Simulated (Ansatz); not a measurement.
Relaxed LaOF (space group R-3m):

```xyz
6
Lattice="1.9884 1.1480 6.6091 -1.9884 1.1480 6.6091 0.0000 -2.2960 6.6091" Properties=species:S:1:pos:R:3 pbc="T T T"
La     0.0000     0.0000    14.7186
La     0.0000     0.0000     5.1087
O      0.0000     0.0000    12.3477
O      0.0000     0.0000     7.4795
F      0.0000     0.0000    17.2641
F      0.0000     0.0000     2.5632
```

A phonon eigenvector at Γ is frozen into this cell: atom i moves by Q times the vector below, so Q is the largest atomic displacement, in Å. The cell is held.

| atom | x | y | z |
|---|---|---|---|
| La1 | 0.000 | 0.000 | 0.143 |
| La2 | 0.000 | 0.000 | -0.143 |
| O3 | 0.000 | 0.000 | 0.132 |
| O4 | 0.000 | 0.000 | -0.132 |
| F5 | 0.000 | 0.000 | 1.000 |
| F6 | 0.000 | 0.000 | -1.000 |

The numbers are results of LDA (plane waves to 420 eV, PAW, scalar-relativistic; Ansatz, a first-principles code), not measurements. k mesh 10×10×10 (Γ-centred), Fermi-Dirac smearing 0.05 eV. E stands for the smeared free energy. Stress and pressure are positive under compression. LaOF is run without spin polarisation. LaOF was relaxed with its symmetry unable to fall. The zero of ΔE is the undisplaced structure.

| Q (Å) | ΔE (meV/cell) | −dE/dQ from forces (eV/Å) | P (GPa) |
|---|---|---|---|
| -0.100 | 75.1 | 1.512 | 0.34 |
| -0.083 | 52.0 | 1.256 | 0.24 |
| -0.067 | 33.2 | 1.002 | 0.15 |
| -0.050 | 18.6 | 0.749 | 0.09 |
| -0.033 | 8.3 | 0.497 | 0.04 |
| -0.017 | 2.1 | 0.248 | 0.01 |
| 0.000 | 0.0 | 0.000 | 0.00 |
| 0.017 | 2.0 | -0.245 | 0.00 |
| 0.033 | 8.2 | -0.488 | 0.02 |
| 0.050 | 18.3 | -0.727 | 0.05 |
| 0.067 | 32.4 | -0.964 | 0.10 |
| 0.083 | 50.4 | -1.197 | 0.16 |
| 0.100 | 72.3 | -1.427 | 0.23 |

Summary:

```
Quantity                                                                                                             Result
-----------------------------------------------------------  --------------------------------------------------------------
Energy at Q = 0.100 Å                                                                                         72.3 meV/cell
Space group of the distorted cell                                    R-3m (No. 166), as undistorted: a fully symmetric mode
Symmetry of the curve                                                   not even: the negative side lies higher at ±0.100 Å
Shape of the curve                                           a single well with its minimum at or next to zero displacement
Harmonic wavenumber from the curvature (finite differences)                                                        301 cm⁻¹
Wavenumber by perturbation theory (DFPT, on another k mesh)                                                        301 cm⁻¹
```

The 13 points together took roughly 3 core-minutes.

(A displaced cell: forces are minus the slopes of the energy, force constants its curvatures, and phonons follow from these.)
